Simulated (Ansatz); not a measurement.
OsClBr as a Janus 1T monolayer was relaxed with 4 functionals in the plane-wave code Ansatz, cell and atoms free, the symmetry of the start kept (meshes: PBE 12×12×1, r2SCAN 12×12×1, PBEsol 12×12×1, LDA 12×12×1). Spin-unpolarised throughout. Whether this structure exists isn't addressed.

The PBEsol result:
```
Os Cl Br
1.0
     3.69847    0.00000    0.00000
    -1.84924    3.20297    0.00000
     0.00000    0.00000   29.90623
Os Cl Br
1 1 1
Direct
  0.00000 0.00000 0.30175
  0.33333 0.66667 0.34038
  0.66667 0.33333 0.26069
```
Two periodic directions, a and b.

The sheet's in-plane cell has a = 3.698 Å, b = 3.698 Å (γ = 120.0°), and its outermost atoms lie 2.38 Å apart along the normal. Os is surrounded by 3 Cl at 2.43 Å and 3 Br at 2.46 Å; Cl is surrounded by 3 Os at 2.43 Å; Br is surrounded by 3 Os at 2.46 Å.

**Question.** Order the functionals by the relaxed area, smallest first.
A. PBE
B. PBEsol
C. LDA
D. r2SCAN

**Answer.** C (3.89 Å²/atom), B (3.95 Å²/atom), D (3.99 Å²/atom), A (4.06 Å²/atom).

**Question.** What lattice does r2SCAN give?

**Answer.** a = 3.716 Å; the area differs by +1.0 % from PBEsol's. Os has 3 Cl at 2.46 Å and 3 Br at 2.49 Å; Cl has 3 Os at 2.46 Å; Br has 3 Os at 2.49 Å.

**Question.** What lattice does LDA give?

**Answer.** a = 3.672 Å; the area differs by -1.4 % from PBEsol's. Around Os lie 3 Cl at 2.41 Å and 3 Br at 2.45 Å; around Cl lie 3 Os at 2.41 Å; around Br lie 3 Os at 2.45 Å.

**Question.** Held at the r2SCAN cell, what mean stress do LDA and PBE find, and does its sign point to their own minimum?

**Answer.** Yes. LDA -3.35 N/m, and its relaxed area is -2.3 % from r2SCAN's; PBE +0.74 N/m, and its relaxed area is +1.8 % from r2SCAN's. Compression counts positive, so a positive stress asks for a larger cell.
